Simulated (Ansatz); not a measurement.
CaBr2 (rutile, space group No. 136), r²SCAN (plane waves, PAW; program Ansatz), all energies at zero smearing, with the estimated change up to a 700 eV cutoff added, with one set of potentials and settings (totals compare only within such a set). Cell of 6 atoms (2 Ca, 4 Br): -14828.608 eV.

```
element             reference phase  E (eV/atom)
-------  --------------------------  -----------
Ca       Fm-3m, 1 atoms in the cell   -1821.6752
Br        Cmce, 4 atoms in the cell   -2792.8603
```

Formation energy per atom, worked out: (-14828.608 − 2×(-1821.6752) − 4×(-2792.8603))/6 = -2.303 eV/atom (-222 kJ per mol of atoms), at 0 K, without zero-point energy or fitted corrections.

Space group P4_2/mnm (rutile). The first step of the workflow began from a Materials Project structure, measured or hypothetical; the Crystallography Open Database copy checked does not list it. COD files the formula under space group No. 58, so this cell is another polymorph or a model. Its standing as an ambient phase is unchecked. The r²SCAN relaxation kept the symmetry of its start; its stability against distortions is not shown here. The references are the lowest solids computed at this level, not always the standard phases.

Potentials: the later of the program's two PAW sets.
